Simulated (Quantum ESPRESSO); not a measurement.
## NSi7 (input and log of a self-consistent run)

Computed values, not a measurement. The program is pw.x of Quantum ESPRESSO 7.5 (plane-wave density functional theory). The cell is made up: 8 atoms on a zincblende/diamond lattice, with randomly drawn elements, strain and displacements, not relaxed. PseudoDojo standard norm-conserving files (v0.5 for PBE, v0.4.1 for LDA and PBEsol) set the functional; there is no spin polarisation, spin-orbit coupling or dispersion term, and the masses in the input are unused placeholders. A spin-polarised start on this cell or one of its family kept no moment.

Input:

```
&control calculation='scf', pseudo_dir='./dojo.nc.sr.pbe.v0_5.standard.upf', outdir='./o', disk_io='medium', tprnfor=.true., tstress=.true. /
&system ibrav=0, nat=8, ntyp=2, nbnd=27, ecutwfc=84.00895049, nosym=.true., tot_charge=0,
 occupations='smearing', smearing='fd', degauss=0.0073498644
/
&electrons conv_thr=7.350e-09, electron_maxstep=60, /
ATOMIC_SPECIES
N 1.0 N.upf
Si 1.0 Si.upf
CELL_PARAMETERS angstrom
5.5945 -0.0323 -0.0949
-0.0323 5.5528 -0.089
-0.0948 -0.0889 5.5952
ATOMIC_POSITIONS angstrom
N -0.0291 -0.0332 -0.0153
Si -0.0914 2.7484 2.7626
Si 2.7188 -0.0456 2.7435
Si 2.7841 2.7551 -0.1048
Si 1.341 1.3582 1.2972
Si 1.3508 4.0851 4.094
Si 4.1344 1.3348 4.1049
Si 4.1382 4.1117 1.2804
K_POINTS automatic
6 6 6 1 1 1
```

The log is shortened where brackets say so; the opening notice, blank lines, dates and the lines on written files are dropped, and the path of the files is cut. It prints rydbergs, bohrs and kilobars, and counts compression as positive stress.

```
     Program PWSCF v.7.5
     Parallel version (MPI & OpenMP), running on       1 processor cores
     Number of MPI processes:                 1
     Threads/MPI process:                     1
     [start-up lines left out]
     bravais-lattice index     =            0
     lattice parameter (alat)  =      10.5738  a.u.
     unit-cell volume          =    1172.2874 (a.u.)^3
     number of atoms/cell      =            8
     number of atomic types    =            2
     number of electrons       =        33.00
     number of Kohn-Sham states=           27
     kinetic-energy cutoff     =      84.0090  Ry
     charge density cutoff     =     336.0358  Ry
     scf convergence threshold =      7.3E-09
     mixing beta               =       0.7000
     number of iterations used =            8  plain     mixing
     Exchange-correlation= PBE
                           (   1   4   3   4   0   0   0)
     [axes and pseudopotential details left out]
   Cartesian axes
     site n.     atom                  positions (alat units)
         1        N      tau(   1) = (  -0.0052007  -0.0059334  -0.0027344  )
         2        Si     tau(   2) = (  -0.0163349   0.4911894   0.4937272  )
         3        Si     tau(   3) = (   0.4858993  -0.0081496   0.4903136  )
         4        Si     tau(   4) = (   0.4975696   0.4923868  -0.0187297  )
         5        Si     tau(   5) = (   0.2396612   0.2427352   0.2318334  )
         6        Si     tau(   6) = (   0.2414127   0.7300821   0.7316727  )
         7        Si     tau(   7) = (   0.7388929   0.2385532   0.7336207  )
         8        Si     tau(   8) = (   0.7395720   0.7348360   0.2288309  )
     number of k points=   108  Fermi-Dirac smearing, width (Ry)=  0.0073
     Number of k-points >= 100: set verbosity='high' to print them.
     Dense  grid:   121921 G-vectors     FFT dimensions: (  64,  64,  64)
     Estimated max dynamical RAM per process >     138.11 MB
     Initial potential from superposition of free atoms
     starting charge      32.9957, renormalised to      33.0000
     Starting wfcs are   32 randomized atomic wfcs
     total cpu time spent up to now is       29.3 secs
     per-process dynamical memory:   109.9 Mb
     Self-consistent Calculation
     iteration #  1     ecut=    84.01 Ry     beta= 0.70
     Davidson diagonalization with overlap
     ethr =  1.00E-02,  avg # of iterations =  3.3
     total cpu time spent up to now is      128.5 secs
     total energy              =     -79.43803951 Ry
     estimated scf accuracy    <       0.58353832 Ry
     iteration #  2     ecut=    84.01 Ry     beta= 0.70
     Davidson diagonalization with overlap
     ethr =  1.77E-03,  avg # of iterations =  4.7
     total cpu time spent up to now is      215.6 secs
     total energy              =     -79.19381662 Ry
     estimated scf accuracy    <       4.09922481 Ry
     iteration #  3     ecut=    84.01 Ry     beta= 0.70
     Davidson diagonalization with overlap
     ethr =  1.77E-03,  avg # of iterations =  3.3
     total cpu time spent up to now is      294.3 secs
     total energy              =     -79.72352283 Ry
     estimated scf accuracy    <       0.03018940 Ry
     iteration #  4     ecut=    84.01 Ry     beta= 0.70
     Davidson diagonalization with overlap
     ethr =  9.15E-05,  avg # of iterations =  6.2
     total cpu time spent up to now is      390.0 secs
     total energy              =     -79.73223971 Ry
     estimated scf accuracy    <       0.00743919 Ry
     iteration #  5     ecut=    84.01 Ry     beta= 0.70
     Davidson diagonalization with overlap
     ethr =  2.25E-05,  avg # of iterations =  5.8
     total cpu time spent up to now is      468.4 secs
     total energy              =     -79.73287797 Ry
     estimated scf accuracy    <       0.00086991 Ry
     iteration #  6     ecut=    84.01 Ry     beta= 0.70
     Davidson diagonalization with overlap
     c_bands:  1 eigenvalues not converged
     c_bands:  1 eigenvalues not converged
     ethr =  2.64E-06,  avg # of iterations =  7.3
     total cpu time spent up to now is      574.1 secs
     total energy              =     -79.73302377 Ry
     estimated scf accuracy    <       0.00012127 Ry
     iteration #  7     ecut=    84.01 Ry     beta= 0.70
     Davidson diagonalization with overlap
     ethr =  3.67E-07,  avg # of iterations =  2.1
     total cpu time spent up to now is      655.6 secs
     total energy              =     -79.73304827 Ry
     estimated scf accuracy    <       0.00000354 Ry
     iteration #  8     ecut=    84.01 Ry     beta= 0.70
     Davidson diagonalization with overlap
     ethr =  1.07E-08,  avg # of iterations =  3.5
     total cpu time spent up to now is      741.3 secs
     total energy              =     -79.73304919 Ry
     estimated scf accuracy    <       0.00000175 Ry
     iteration #  9     ecut=    84.01 Ry     beta= 0.70
     Davidson diagonalization with overlap
     ethr =  5.31E-09,  avg # of iterations =  1.0
     total cpu time spent up to now is      806.8 secs
     total energy              =     -79.73304926 Ry
     estimated scf accuracy    <       0.00000026 Ry
     iteration # 10     ecut=    84.01 Ry     beta= 0.70
     Davidson diagonalization with overlap
     ethr =  7.97E-10,  avg # of iterations =  2.0
     total cpu time spent up to now is      889.6 secs
     total energy              =     -79.73304933 Ry
     estimated scf accuracy    <       0.00000002 Ry
     iteration # 11     ecut=    84.01 Ry     beta= 0.70
     Davidson diagonalization with overlap
     ethr =  6.13E-11,  avg # of iterations =  2.6
     total cpu time spent up to now is      971.3 secs
     End of self-consistent calculation
     Number of k-points >= 100: set verbosity='high' to print the bands.
     the Fermi energy is     4.9562 ev
!    total energy              =     -79.73304933 Ry
     estimated scf accuracy    <          4.5E-09 Ry
     smearing contrib. (-TS)   =      -0.00307964 Ry
     internal energy E=F+TS    =     -79.72996969 Ry
     The total energy is F=E-TS. E is the sum of the following terms:
     one-electron contribution =       6.25350415 Ry
     hartree contribution      =      10.55994343 Ry
     xc contribution           =     -26.79291632 Ry
     ewald contribution        =     -69.75050094 Ry
     convergence has been achieved in  11 iterations
     Forces acting on atoms (cartesian axes, Ry/au):
     atom    1 type  1   force =     0.01539742    0.01984056    0.00681765
     atom    2 type  2   force =     0.00900724   -0.00994210   -0.01024768
     atom    3 type  2   force =     0.00648377   -0.00194412   -0.00601568
     atom    4 type  2   force =    -0.00377164   -0.00478135    0.00139567
     atom    5 type  2   force =    -0.04033766   -0.03578015   -0.02366311
     atom    6 type  2   force =    -0.03290865    0.03335207    0.02601700
     atom    7 type  2   force =     0.02397981   -0.03790358    0.02584883
     atom    8 type  2   force =     0.02214971    0.03715866   -0.02015268
     Total force =     0.111266     Total SCF correction =     0.000045
     Computing stress (Cartesian axis) and pressure
          total   stress  (Ry/bohr**3)                   (kbar)     P=     -106.69
  -0.00074029   0.00003347   0.00010825         -108.90        4.92       15.92
   0.00003347  -0.00069965   0.00008333            4.92     -102.92       12.26
   0.00010825   0.00008333  -0.00073581           15.92       12.26     -108.24
     init_run     :     28.22s CPU     29.21s WALL (       1 calls)
     electrons    :    898.39s CPU    941.98s WALL (       1 calls)
     forces       :     14.83s CPU     14.95s WALL (       1 calls)
     stress       :     56.80s CPU     56.98s WALL (       1 calls)
     [timing details left out]
     PWSCF        :  16m38.64s CPU  17m24.42s WALL
     JOB DONE.
```

In other units: free energy -1084.823 eV for the cell, pressure -10.67 GPa, largest force component 1.037 eV/Å. A rerun of the same cell at another strain at 1437 eV and a 8 x 8 x 8 mesh moved values by no more than 0.014 eV in energy, 0.03 GPa in stress and 0.006 eV/Å in force.